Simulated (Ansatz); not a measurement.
Ti:
```yaml
crystal:
  lattice:
    - [4.56880, 0.00000, 0.00000]
    - [-2.28440, 3.95669, 0.00000]
    - [0.00000, 0.00000, 2.82465]
  atoms:
    - { symbol: Ti, position: [0.00000, 0.00000, 0.00000] }
    - { symbol: Ti, position: [0.33333, 0.66667, 0.50000] }
    - { symbol: Ti, position: [0.66667, 0.33333, 0.50000] }
```

This is the r²SCAN-relaxed structure.

### Question
All from r²SCAN (plane waves, PAW; program Ansatz), unless another level is named. Predict the highest zone-centre frequency.

### Answer
234 cm⁻¹.

### Question
And the Poisson's ratio?

### Answer
0.26.

Space group P6/mmm. This is a known high-pressure phase of the composition, computed here at zero pressure and temperature. Symmetry was held in the r²SCAN relaxation; whether a distortion lowers the energy is not shown. No spin polarisation was allowed. As this level gives no gap, phonon frequencies hold no LO–TO term and depend on the k-mesh and smearing (Fermi–Dirac, 0.1 eV here).

Potentials: the earlier of the program's two PAW sets. The files were generated under PBE; for other functionals the program regenerates the frozen cores, and for LDA and PBEsol the local potential too.
